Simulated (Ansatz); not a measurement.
## How much do the gradients of LiTl6C2O6F2 depend on the method?

Cell: a Materials Project structure (computed, not necessarily an observed phase), taken as it stands.

```cif
data_structure
_symmetry_space_group_name_H-M 'P 1'
_symmetry_Int_Tables_number 1
_cell_length_a 6.0894
_cell_length_b 7.6098
_cell_length_c 8.0387
_cell_angle_alpha 71.621
_cell_angle_beta 86.938
_cell_angle_gamma 88.332
_cell_volume 352.97
loop_
_atom_site_label
_atom_site_type_symbol
_atom_site_fract_x
_atom_site_fract_y
_atom_site_fract_z
_atom_site_occupancy
Li1 Li 0.76581 0.61614 0.55853 1
Tl2 Tl 0.25242 0.80096 0.55573 1
Tl3 Tl 0.72536 0.85545 0.13498 1
Tl4 Tl 0.76565 0.24793 0.42941 1
Tl5 Tl 0.25993 0.20384 0.75863 1
Tl6 Tl 0.24591 0.55630 0.20511 1
Tl7 Tl 0.75159 0.36977 0.95180 1
C8 C 0.29879 0.14615 0.20652 1
C9 C 0.71746 0.87616 0.73832 1
O10 O 0.33984 0.27864 0.05767 1
O11 O 0.30290 0.97414 0.21157 1
O12 O 0.25456 0.19146 0.34850 1
O13 O 0.68982 0.73159 0.87612 1
O14 O 0.70371 0.04090 0.75517 1
O15 O 0.75875 0.85724 0.58369 1
F16 F 0.02997 0.50770 0.53381 1
F17 F 0.54377 0.45397 0.64445 1
```

Atom numbers follow the list; atoms alike are taken as one site, whose name carries the number of the first.

First run. All values are calculated (Ansatz; DFT, PBE, plane waves and PAW, scalar-relativistic, 420 eV cutoff, Γ-centred 6×5×5 k-points, Fermi–Dirac smearing 0.05 eV), not measured.

| site | atom | V_zz (10²¹ V/m²) | η |
| --- | --- | --- | --- |
| Tl3 | 3 | -18.13 | 0.63 |
| Tl4 | 4 | -19.53 | 0.48 |
| Tl5 | 5 | -8.63 | 0.88 |
| Tl6 | 6 | -19.46 | 1.00 |
| Tl7 | 7 | -11.09 | 0.81 |
| C8 | 8 | 2.31 | 0.16 |
| C9 | 9 | 2.38 | 0.07 |
| O10 | 10 | 11.19 | 0.84 |
| O11 | 11 | 10.74 | 0.92 |
| O12 | 12 | 10.79 | 0.86 |
| O13 | 13 | 10.84 | 0.69 |
| O14 | 14 | 10.56 | 0.77 |
| O15 | 15 | 11.79 | 0.93 |
| F17 | 17 | -2.17 | 0.68 |

Second run. The same atoms and settings, except that the functional is r2SCAN and the cutoff is 500 eV.

**Question.** What does the second run give?

**Answer.** 

```csv
site,atom,V_zz,η,change of V_zz
Tl3,3,-19.89,0.57,-1.76
Tl4,4,-19.22,0.47,+0.31
Tl5,5,-9.01,0.84,-0.38
Tl6,6,-22.6,0.84,-3.16
Tl7,7,-11.10,0.91,-0.01
C8,8,2.81,0.14,+0.50
C9,9,2.88,0.06,+0.50
O10,10,11.77,0.85,+0.58
O11,11,11.26,0.91,+0.52
O12,12,11.38,0.86,+0.59
O13,13,11.36,0.72,+0.52
O14,14,11.14,0.78,+0.58
O15,15,12.31,0.92,+0.52
F17,17,-2.06,0.68,+0.11
```

The largest change of V_zz is on Tl6, from -19.46 to -22.6. In per cent, |V_zz| changes by -2 to +16 on Tl, +21 on C, +4 to +5 on O, -5 on F (all sites that start above 2). Where |V_zz| stays above 0.1, η moves most on Tl6, from 1.00 to 0.84. The table leaves out 3 of the 17 sites, with |V_zz| up to 10.90; their tensors move by 0.44 at most along any direction. The statements above cover all sites.

With no gap above 0.1 eV, as in a metal, the gradients converge slowly in k; expect changes of a tenth or more on a denser mesh. Spin–orbit coupling is left out, which shifts gradients on Tl by a few per cent in wide-gap crystals, and can shift them far more where the calculated gap is small or absent, as here. With these PAW files V_zz is typically within 2 to 3 % of all-electron values, but misses above 10 % occur on Li.
For the first run: The largest force is 0.3 eV/Å, so the atoms aren't at the calculated equilibrium and relaxing them would move these values.
For the second run: The largest force is 0.8 eV/Å, so the atoms aren't at the calculated equilibrium and relaxing them would move these values.
